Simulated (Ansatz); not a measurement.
Geometry optimisation in Ansatz: input, command and trajectory.

```yaml
crystal:
  lattice:
    - [-2.0241907071, 2.0241907071, 3.3198809027]
    - [2.0241907071, -2.0241907071, 3.3198809027]
    - [2.0241907071, 2.0241907071, -3.3198809027]
  atoms:
    - { symbol: Mg, position: [0.593, 0.593, 0.0] }
    - { symbol: Mg, position: [0.407, 0.407, 0.0] }
    - { symbol: Re, position: [0.0, 0.0, 0.0] }
basis:
  ecutwfc: 420
kpoints:
  mp_grid: { grid: [6, 6, 6] }
hamiltonian:
  xc: pbe
scf:
  occupations: { method: gaussian, width: 0.1 }
  lower_state_search: "off"
output:
  forces: true
  stress: true
  eigenvalues: true
relax:
  adjacent_minimum: "off"
  f_tol: 0.04
  max_steps: 70
  cell: { stress_tol: 0.4 }
```

```bash
ansatz run input.yaml --threads 1 --pin off --max-ram 2560MiB --backend cpu --events-out ev --progress --plain --runs-dir out
```

The calculation used DFT PBE, scalar-relativistic, plane waves, PAW (Ansatz 0.2.0).

Of 35 frames 10 are shown, positions in Å and forces in eV/Å; the SCF threshold varies from step to step. Steps run on the plane waves of an earlier cell, with a Pulay correction in the pressure. The basis is chosen afresh for the last frame, the zero of the energies, and at times for earlier ones too; energy and pressure step there, also at an unchanged geometry. Here that happened at steps 11 (-40 meV/atom, 2.7 GPa), 19 (-5 meV/atom, 0.5 GPa), 32 (-29 meV/atom, 2.1 GPa); the frames before carry an error of that size.

```xyz
3
Lattice="-2.0242 2.0242 3.3199 2.0242 -2.0242 3.3199 2.0242 2.0242 -3.3199" Properties=species:S:1:pos:R:3:forces:R:3 pbc="T T T" step=1 free_energy_over_end_meV_per_atom=5975.88 pressure_GPa=39.68
Mg    0.0000    0.0000    3.9374    0.0000    0.0000   43.5327
Mg    0.0000    0.0000    2.7024    0.0000    0.0000  -43.5327
Re    0.0000    0.0000    0.0000    0.0000    0.0000    0.0000
3
Lattice="-1.8224 1.8224 3.8559 1.8224 -1.8224 3.8559 1.8224 1.8224 -3.8559" Properties=species:S:1:pos:R:3:forces:R:3 pbc="T T T" step=5 free_energy_over_end_meV_per_atom=609.49 pressure_GPa=5.78
Mg    0.0000    0.0000    4.9934    0.0000    0.0000    2.4595
Mg    0.0000    0.0000    2.7183    0.0000    0.0000   -2.4595
Re    0.0000    0.0000    0.0000    0.0000    0.0000    0.0000
3
Lattice="-1.7036 1.7036 4.3544 1.7036 -1.7036 4.3544 1.7036 1.7036 -4.3544" Properties=species:S:1:pos:R:3:forces:R:3 pbc="T T T" step=9 free_energy_over_end_meV_per_atom=325.65 pressure_GPa=-0.72
Mg    0.0000    0.0000    5.7411    0.0000    0.0000   -0.0511
Mg    0.0000    0.0000    2.9676    0.0000    0.0000    0.0511
Re    0.0000    0.0000    0.0000    0.0000    0.0000    0.0000
3
Lattice="-1.6783 1.6783 4.5038 1.6783 -1.6783 4.5038 1.6783 1.6783 -4.5038" Properties=species:S:1:pos:R:3:forces:R:3 pbc="T T T" step=12 free_energy_over_end_meV_per_atom=259.69 pressure_GPa=1.91
Mg    0.0000    0.0000    5.9184    0.0000    0.0000    0.0871
Mg    0.0000    0.0000    3.0892    0.0000    0.0000   -0.0871
Re    0.0000    0.0000    0.0000    0.0000    0.0000    0.0000
3
Lattice="-1.5963 1.5963 5.1393 1.5963 -1.5963 5.1393 1.5963 1.5963 -5.1393" Properties=species:S:1:pos:R:3:forces:R:3 pbc="T T T" step=16 free_energy_over_end_meV_per_atom=205.87 pressure_GPa=0.01
Mg    0.0000    0.0000    6.7108    0.0000    0.0000    0.0252
Mg    0.0000    0.0000    3.5678    0.0000    0.0000   -0.0252
Re    0.0000    0.0000    0.0000    0.0000    0.0000    0.0000
3
Lattice="-1.5774 1.5774 5.2811 1.5774 -1.5774 5.2811 1.5774 1.5774 -5.2811" Properties=species:S:1:pos:R:3:forces:R:3 pbc="T T T" step=20 free_energy_over_end_meV_per_atom=197.25 pressure_GPa=0.39
Mg    0.0000    0.0000    6.8966    0.0000    0.0000   -0.0140
Mg    0.0000    0.0000    3.6656    0.0000    0.0000    0.0140
Re    0.0000    0.0000    0.0000    0.0000    0.0000    0.0000
3
Lattice="-1.4937 1.4937 5.8901 1.4937 -1.4937 5.8901 1.4937 1.4937 -5.8901" Properties=species:S:1:pos:R:3:forces:R:3 pbc="T T T" step=24 free_energy_over_end_meV_per_atom=154.61 pressure_GPa=1.33
Mg    0.0000    0.0000    7.6964    0.0000    0.0000    0.0477
Mg    0.0000    0.0000    4.0838    0.0000    0.0000   -0.0477
Re    0.0000    0.0000    0.0000    0.0000    0.0000    0.0000
3
Lattice="-1.4121 1.4121 6.3777 1.4121 -1.4121 6.3777 1.4121 1.4121 -6.3777" Properties=species:S:1:pos:R:3:forces:R:3 pbc="T T T" step=27 free_energy_over_end_meV_per_atom=67.27 pressure_GPa=2.75
Mg    0.0000    0.0000    8.3902    0.0000    0.0000   -0.1558
Mg    0.0000    0.0000    4.3651    0.0000    0.0000    0.1558
Re    0.0000    0.0000    0.0000    0.0000    0.0000    0.0000
3
Lattice="-1.3950 1.3950 6.6691 1.3950 -1.3950 6.6691 1.3950 1.3950 -6.6691" Properties=species:S:1:pos:R:3:forces:R:3 pbc="T T T" step=31 free_energy_over_end_meV_per_atom=41.96 pressure_GPa=0.02
Mg    0.0000    0.0000    8.7392    0.0000    0.0000    0.0012
Mg    0.0000    0.0000    4.5990    0.0000    0.0000   -0.0012
Re    0.0000    0.0000    0.0000    0.0000    0.0000    0.0000
3
Lattice="-1.3858 1.3858 6.9353 1.3858 -1.3858 6.9353 1.3858 1.3858 -6.9353" Properties=species:S:1:pos:R:3:forces:R:3 pbc="T T T" step=35 free_energy_over_end_meV_per_atom=0.00 pressure_GPa=0.00
Mg    0.0000    0.0000    9.0650    0.0000    0.0000    0.0113
Mg    0.0000    0.0000    4.8056    0.0000    0.0000   -0.0113
Re    0.0000    0.0000    0.0000    0.0000    0.0000    0.0000
```

The start puts this composition into another compound's structure type, which needn't suit it. At the end the space group is I4/mmm (tolerance 0.05 Å).

The run took 68 s on 1 thread of Arm Neoverse V2, with other jobs on the host, peak memory 0.41 GiB.

The k mesh is coarse. Spin–orbit coupling is left out, which can shift energies with elements as heavy as these.